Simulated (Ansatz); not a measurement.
Here is the system:

Sr4P2O:
```
CELL_PARAMETERS angstrom
     -2.40191     2.40191     7.99900
      2.40191    -2.40191     7.99900
      2.40191     2.40191    -7.99900
ATOMIC_POSITIONS crystal
  Sr 0.67497 0.67497 0.00000
  Sr 0.32503 0.32503 0.00000
  Sr 0.50000 0.00000 0.50000
  Sr 0.00000 0.50000 0.50000
  P  0.86474 0.86474 0.00000
  P  0.13526 0.13526 0.00000
  O  0.50000 0.50000 0.00000
```

This is the r²SCAN-relaxed structure. Tensor components refer to the Cartesian frame of this cell.

Task: All from DFT-r²SCAN in the program Ansatz with PAW potentials, unless another level is named. Estimate the bulk modulus (Birch–Murnaghan fit).

Result: 54.4 GPa.

Task: What about the elastic constants (relaxed ions, GPa)?

Result: C11 = 121, C12 = 17.9, C13 = 26.6, C33 = 106, C44 = 32.3, C66 = 31.5.

Space group I4/mmm. The first step of the workflow began from a Materials Project structure, measured or hypothetical; the Crystallography Open Database copy checked does not list it. Whether it is the stable phase at ambient conditions was not checked. The r²SCAN relaxation kept the symmetry of its start; its stability against distortions is not shown here.

Potentials: the earlier of the program's two PAW sets. The files were generated under PBE; for other functionals the program regenerates the frozen cores, and for LDA and PBEsol the local potential too.
